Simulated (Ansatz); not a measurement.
Relaxation of a generated cell, Ag built in the AFLOW prototype A_tI2_139_a (A6, as in In); 1 atom in the cell, which starts as I4/mmm (No. 139), tI2; a = b = 3.1687 Å, c = 3.4071 Å, α = β = γ = 90.00°. These are PBEsol (plane waves to 420 eV, PAW, scalar-relativistic; Ansatz, an electronic-structure program) values and carry that method's errors. Γ-centred k-mesh 14×14×14 on the run's cell (coarser than for final values), Fermi–Dirac smearing 0.05 eV. This is the first round of the run. 

The optimiser's lines from the output (shortened; P is positive under compression):

```
relax step   1: F+E_penalty+E_count = -7522.26144998 eV  Δ(F+E_penalty+E_count) = +0.000e0 eV  max|allowed force component| = 0.000e0 eV/Å  Δτ_max = 0.0000 Å  P = -2.086 GPa  Ω = 17.104 Å³  (7 SCF iters, dr2 threshold 1.00e-7 eV, accepted)
relax step   2: F+E_penalty+E_count = -7522.26503969 eV  Δ(F+E_penalty+E_count) = -3.590e-3 eV  max|allowed force component| = 0.000e0 eV/Å  Δτ_max = 0.0000 Å  P = +1.841 GPa  Ω = 16.522 Å³  (5 SCF iters, dr2 threshold 1.00e-7 eV, accepted)
relax step   3: F+E_penalty+E_count = -7522.26819402 eV  Δ(F+E_penalty+E_count) = -3.154e-3 eV  max|allowed force component| = 0.000e0 eV/Å  Δτ_max = 0.0000 Å  P = +0.576 GPa  Ω = 16.688 Å³  (5 SCF iters, dr2 threshold 1.00e-7 eV, accepted)
relax step   4: F+E_penalty+E_count = -7522.27961109 eV  Δ(F+E_penalty+E_count) = -1.142e-2 eV  max|allowed force component| = 0.000e0 eV/Å  Δτ_max = 0.0000 Å  P = -0.770 GPa  Ω = 16.847 Å³  (5 SCF iters, dr2 threshold 1.00e-7 eV, accepted)
relax step   5: F+E_penalty+E_count = -7522.29325171 eV  Δ(F+E_penalty+E_count) = -1.364e-2 eV  max|allowed force component| = 0.000e0 eV/Å  Δτ_max = 0.0000 Å  P = -0.754 GPa  Ω = 16.795 Å³  (5 SCF iters, dr2 threshold 1.00e-7 eV, accepted)
relax step   6: F+E_penalty+E_count = -7522.30069122 eV  Δ(F+E_penalty+E_count) = -7.440e-3 eV  max|allowed force component| = 0.000e0 eV/Å  Δτ_max = 0.0000 Å  P = +0.154 GPa  Ω = 16.589 Å³  (5 SCF iters, dr2 threshold 1.00e-7 eV, accepted)
relax step   7: F+E_penalty+E_count = -7522.30069031 eV  Δ(F+E_penalty+E_count) = +9.080e-7 eV  max|allowed force component| = 0.000e0 eV/Å  Δτ_max = 0.0000 Å  P = -0.033 GPa  Ω = 16.612 Å³  (3 SCF iters, dr2 threshold 9.25e-8 eV, accepted)
relax step   8: F+E_penalty+E_count = -7522.30069312 eV  Δ(F+E_penalty+E_count) = -2.806e-6 eV  max|allowed force component| = 0.000e0 eV/Å  Δτ_max = 0.0000 Å  P = +0.000 GPa  Ω = 16.608 Å³  (3 SCF iters, dr2 threshold 2.81e-9 eV, accepted)
relax step   9: F+E_penalty+E_count = -7522.30374491 eV  Δ(F+E_penalty+E_count) = -3.052e-3 eV  max|allowed force component| = 0.000e0 eV/Å  Δτ_max = 0.0000 Å  P = +0.376 GPa  Ω = 16.608 Å³  stress off target by 1.14e0 GPa  SCF on the basis re-selected at this cell (its energy is not comparable with the rows above)  (6 SCF iters)
relax step  10: F+E_penalty+E_count = -7522.30512837 eV  Δ(F+E_penalty+E_count) = -1.383e-3 eV  max|allowed force component| = 0.000e0 eV/Å  Δτ_max = 0.0000 Å  P = +0.366 GPa  Ω = 16.603 Å³  (4 SCF iters, dr2 threshold 1.00e-7 eV, accepted)
relax step  11: F+E_penalty+E_count = -7522.30517231 eV  Δ(F+E_penalty+E_count) = -4.394e-5 eV  max|allowed force component| = 0.000e0 eV/Å  Δτ_max = 0.0000 Å  P = +0.018 GPa  Ω = 16.651 Å³  (4 SCF iters, dr2 threshold 1.00e-7 eV, accepted)
relax step  12: F+E_penalty+E_count = -7522.30517136 eV  Δ(F+E_penalty+E_count) = +9.473e-7 eV  max|allowed force component| = 0.000e0 eV/Å  Δτ_max = 0.0000 Å  P = +0.000 GPa  Ω = 16.653 Å³  (3 SCF iters, dr2 threshold 1.44e-9 eV, accepted)
relax step  13: F+E_penalty+E_count = -7522.30518896 eV  Δ(F+E_penalty+E_count) = -1.760e-5 eV  max|allowed force component| = 0.000e0 eV/Å  Δτ_max = 0.0000 Å  P = -0.002 GPa  Ω = 16.653 Å³  stress off target by 7.52e-3 GPa  SCF on the basis re-selected at this cell (its energy is not comparable with the rows above)  (6 SCF iters)
```

From the first to the last row the energy changes by -0.04 eV/atom and the volume by -2.6 %. The last row is marked as not comparable with the walk above it, whose basis was carried along; it does compare with step 1, since both stand on a basis selected at the nominal cutoff for their own cell.

Later rounds, restarted from the end of this one on a renewed k-mesh, logged 4 more steps and released under 0.01 eV/atom more. The final structure after all rounds: Fm-3m (No. 225), cF4, fcc (Cu type); a = b = c = 4.0548 Å, α = β = γ = 90.00°. Between re-selections the logged energies stand on a plane-wave basis carried along with the cell. No spin polarisation in the result.

The run could not lose the symmetry of its start; a randomly shaken copy of 2 atoms returns to this structure.
